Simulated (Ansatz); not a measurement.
**Elastic constants of Sn$_{2}$Ge: input and output**

Theory: Ansatz, DFT LDA, scalar-relativistic, plane waves, PAW.

Launched with:
```bash
ansatz run input.yaml --threads 1 --pin off --max-ram 3072MiB --backend cpu --events-out ev --progress --plain --runs-dir out
```

Input (bare energies are in eV):
```yaml
crystal:
  lattice:
    - [0.0, 3.3992919954, 3.3992919954]
    - [3.3992919954, 0.0, 3.3992919954]
    - [3.3992919954, 3.3992919954, 0.0]
  atoms:
    - { symbol: Sn, position: [0.75, 0.75, 0.75] }
    - { symbol: Sn, position: [0.25, 0.25, 0.25] }
    - { symbol: Ge, position: [0.0, 0.0, 0.0] }
basis:
  ecutwfc: 420
kpoints:
  mp_grid: { grid: [12, 12, 12] }
hamiltonian:
  xc: lda
scf:
  occupations: { method: fermi_dirac, width: 0.15 }
output:
  forces: true
  stress: true
  eigenvalues: true
elastic:
  mode: relaxed_ion
  amplitude: 0.005
  stencil: two_point
```

From the output:
```
--- Elastic constants: 2 strain directions × 2 members + reference (group order 48) ---
  dense FFT box of the reference and of every strained cell: 36×36×36
  strains applied: 11, 23; error gains: componentwise 1.00 (the most a stress slope's error grows in a printed constant), spectral 1.73 (1 for all six strains in a standard setting)
  C = ∂σ_k/∂η_j (tension-positive GPa; Voigt order 11 22 33 23 13 12):
        57.556     50.586     50.586      0.000      0.000     -0.000
        50.586     57.556     50.586     -0.000      0.000      0.000
        50.586     50.586     57.556     -0.000      0.000      0.000
         0.000      0.000     -0.000     -2.235     -0.000      0.000
        -0.000      0.000     -0.000      0.000     -2.235      0.000
        -0.000      0.000     -0.000     -0.000      0.000     -2.235
  reference stress σ⁰ (GPa):      0.001      0.001      0.001      0.000      0.000      0.000
  C* (energy form; C + prestress term) asymmetry max|C*_kj − C*_jk| = 2.132e-14 GPa — a small one proves nothing (zero by symmetry where the batch's group is 432, −43m or m−3m); a large one is finite-difference/SCF noise where every solve ...
  moduli (Voigt/Reuss/Hill, GPa): K = 52.91/52.91/52.91   G = 0.05/-6.51/-3.23   E = -9.88   ν = 0.531
  mechanically stable: NO (min eigenvalue of sym C = -2.23 GPa)
  strain η (Voigt 11):  stress-route row diagonal C_11 = 57.56 GPa, energy-path curvature d²(F+E_count+ΔE)/dδ²/Ω₀ = 57.38 GPa
         δ    σ_11 (GPa) F (eV) n_scf n_hpsi n_pw
    -5.000e-3      -0.2920      -15974.3141470       8   90500   1548   relax 0 steps, max|allowed force component| 1.67e-16 eV/Å
     5.000e-3       0.2836      -15974.3141539       6   66196   1576   relax 0 steps, max|allowed force component| 1.11e-16 eV/Å
  strain η (Voigt 23):  stress-route row diagonal C_44 = -2.23 GPa, energy-path curvature d²(F+E_count+ΔE)/dδ²/Ω₀ = -2.45 GPa
         δ    σ_23 (GPa) F (eV) n_scf n_hpsi n_pw
    -5.000e-3       0.0112      -15974.3145189       2   67205   1556   relax 3 steps, max|allowed force component| 1.25e-6 eV/Å
     5.000e-3      -0.0112      -15974.3145189       2   69386   1556   relax 2 steps, max|allowed force component| 1.42e-5 eV/Å
```

The run took 5.3 min on 1 thread of Arm Neoverse V1, with other jobs on the host, peak memory 0.75 GiB.

The cell was built by swapping an element in a database structure (itself possibly hypothetical) and relaxing; it need not be the stable form of this composition. In a metal, frequencies and elastic constants depend on the k mesh and the smearing, soft modes and shear constants most.

As the tensor has a negative eigenvalue, the Reuss and Hill moduli of a polycrystal, and E and ν formed from them, have no physical meaning here.

The least eigenvalue is -2.2 GPa; in a metal on this mesh the verdict on stability isn't firm within about 20 GPa or a tenth of the bulk modulus.